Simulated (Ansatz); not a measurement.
**ZrPt3, first-principles data**

ZrPt₃:
```
ZrPt3
1.0
    3.97134     0.00000     0.00000
    0.00000     3.97134     0.00000
    0.00000     0.00000     3.97134
Zr Pt
1 3
Direct
  0.00000   0.00000   0.00000
  0.50000   0.50000   0.00000
  0.00000   0.50000   0.50000
  0.50000   0.00000   0.50000
```

Space group Pm-3m (No. 221), Cu3Au type; conventional cell a = b = c = 3.9713 Å, α = β = γ = 90.00°.

Method: plane-wave PAW LDA (Ansatz code). Geometry: relaxed at this level of theory. Other levels are named where they apply.

### Cell and energy

- Volume per atom = 15.66 Å³
- Density = 17.93 g/cm³
- Formation energy from the elements (no fitted shifts) = -104 kJ/mol of atoms

### Electronic structure

- Electronic character: metallic (no gap)
- Density of states at the Fermi level: 0.10 states/eV per atom (mean over ±0.08 eV)

### Mechanics

- Bulk modulus (Birch–Murnaghan fit): 265 GPa
- Pressure derivative B′: 4.9
- Elastic constants (relaxed ions, GPa): C11 = 395, C12 = 201, C44 = 143
- Mechanical stability: stable (all eigenvalues of C positive)
- Hill bulk and shear moduli: 266 and 122 GPa
- Young's modulus: 318 GPa
- Poisson's ratio: 0.30
- Debye temperature from the elastic constants: 347 K

### Phonons

- Highest zone-centre frequency = 182 cm^-1
- Zone-centre stability = no imaginary mode at Γ

The first step of the workflow began from a Materials Project structure, measured or hypothetical; the Crystallography Open Database files this formula in space group No. 221, but the cells were not matched. Its standing as an ambient phase is unchecked. The cell was relaxed with LDA under the symmetry of its start. No spin polarisation was allowed. As this level gives no gap, shear constants depend on the k-mesh and smearing (Fermi–Dirac, 0.1 eV here). As this level gives no gap, phonon frequencies hold no LO–TO term and depend on the k-mesh and smearing (Fermi–Dirac, 0.1 eV here). The references are the lowest solids computed at this level, not always the standard phases. Scalar-relativistic: spin–orbit coupling is off unless named, which matters more the heavier the elements.

Potentials: the later of the program's two PAW sets.
